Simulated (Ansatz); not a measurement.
An Ansatz input:

```yaml
crystal:
  lattice:
    - [0.0, 3.2235071431, 3.2235071431]
    - [3.2235071431, 0.0, 3.2235071431]
    - [3.2235071431, 3.2235071431, 0.0]
  atoms:
    - { symbol: Hg, position: [0.125, 0.125, 0.125] }
    - { symbol: Hg, position: [0.875, 0.875, 0.875] }
hamiltonian:
  xc: lda
  pseudopotentials:
    kind: paw
    azcp:
      Hg: "pseudopotentials/Hg.paw.azcp"
basis:
  ecutwfc: 420
  fft_grid_basis: typed
kpoints:
  mp_grid: { grid: [14, 14, 14], shift: [0, 0, 0] }
magnetization:
  spin_polarized: false
scf:
  occupations: { method: fermi_dirac, width: 0.1 }
```

Terminal output

```
Warning: the record states the generating functional pbe (its physics header spells it `PBE`), which answers neither for hamiltonian.xc's functional nor for the lda family's — results may be inconsistent (PPs are generated against a specific XC)
Engine: ansatz 0.2.0, x86_64-unknown-linux-gnu
Pseudopotentials: kind: paw
Pseudopotential: Hg, paw, valence charge 20, recommended cutoff 420 eV (normal) 
Functional definition: SPW92
  exchange = slater_x
  correlation = pw_c
Crystal: 2 atoms, lattice volume = 66.991 Å³
Basis set: ecut = 420 eV, 1363 PW (Γ)
Bands: 24, of which v1, the nominal top of the filled ones, is band 20 counted from 1 (19 counted from 0)
Symmetry: 48 space group operations
Space group: Fd-3m (ITA 227), of the structure as read, at distance tolerance 4.1e-5 Å
k-points: 104 of 2744
Non-local potential: Hg, projectors of the file, l = 0: 3, l = 1: 2, l = 2: 2, l = 3: 1
PAW form: soft (Blöchl's): semilocal exchange-correlation on the pseudo side does not see the compensation charge
PAW frozen core: Hg, regenerated for the run's functional, and the local potential with it (the file was generated under x = pbe(κ = 0.804, μ = 0.2195149727645171), c = pbe(β = 0.06672455060314922))
PAW one-centre angular grid: Hg, 590 points (default); XC on 64 Gauss nodes
Initial density: superposition of atomic densities (neutral atoms: chi_scale 0, normalization atom), corrected by the library's trained network
Initial wavefunctions: pseudopotential atomic-orbital guess
Functional: x = slater, c = lda
SCF iter   1: F=—  HF=-27044.336160 eV  |F-HF|=—  |Δ(HF+E_count)|=         —  Δρ=3.81e-3  dr2=9.38e-3  ethr=1.77e-3  ⟨swp⟩=5.8  Hψ=9905  notcnv=0
SCF iter   2: F=—  HF=-27044.335356 eV  |F-HF|=—  |Δ(HF+E_count)|=   8.04e-4  Δρ=1.90e-3  dr2=2.36e-3  ethr=2.34e-5  ⟨swp⟩=2.1  Hψ=4405  notcnv=0
SCF iter   3: F=—  HF=-27044.334475 eV  |F-HF|=—  |Δ(HF+E_count)|=   8.82e-4  Δρ=2.76e-4  dr2=3.19e-5  ethr=5.91e-6  ⟨swp⟩=2.0  Hψ=3737  notcnv=0
SCF iter   4: F=—  HF=-27044.334487 eV  |F-HF|=—  |Δ(HF+E_count)|=   1.20e-5  Δρ=6.15e-5  dr2=1.13e-6  ethr=7.97e-8  ⟨swp⟩=2.0  Hψ=4257  notcnv=0
iter 5 did not close the SCF: its close was put off for the readings that it lacked (scf_convergence_deferred on its scf_iter line)
SCF iter   5: F=-27044.334487 eV  HF=-27044.334487 eV  |F-HF|=2.15e-10  |Δ(HF+E_count)|=   3.84e-8  Δρ=9.94e-6  dr2=2.16e-8  ethr=2.83e-9  ⟨swp⟩=2.9  Hψ=4171  notcnv=0
SCF iter   6: F=-27044.334487 eV  HF=-27044.334487 eV  |F-HF|=7.28e-12  |Δ(HF+E_count)|=   1.87e-9  Δρ=3.31e-7  dr2=4.96e-11  ethr=5.41e-11  ⟨swp⟩=1.0  Hψ=6666  notcnv=0
SCF 1 converged in 6 iterations: F = -27044.334487 eV  dr2 = 4.96e-11
SCF converged after 6 iterations
Free energy (F): -27044.334487 eV
Harris-Foulkes:  -27044.334487 eV  (|F-HF|=7.28e-12)
Internal energy: -27044.302083 eV  (E = F + TS)
E sigma→0 (E₀):  -27044.318285 eV
Entropy (-TS):   -0.032403 eV (-16.202 meV/atom)
Fermi energy:    9.152324 eV
--- Per-component energies (eV) ---
  E_band       = -1015.869808
  E_kinetic    = 1210.074144
  E_local      = -6743.790887  (includes V_loc(G=0)·N_el)
  E_nonlocal   = 160.281202
  E_hartree    = 2889.594958
  E_xc         = -437.621061
  E_vxc        = -523.582566  (∫ρ·V_xc dr)
  E_paw        = -19311.349019  (= ΣΔE_a)
  E_vpaw       = -898.043603  (= ΣTr[D̂ρ^β])
  E_aug_tail   = 0.001670  (compensation charges beyond the density's cutoff)
  E_ewald      = -4812.645275
  E_core_change = 1.152185  (= ΣΔE_core)
  E_smearing   = -0.032403  (= −TS)
  E_closure    = 0.000000  (closes the sum)
  Σ components = -27044.334487   (vs F -27044.334487, Δ=0.00e0)
```
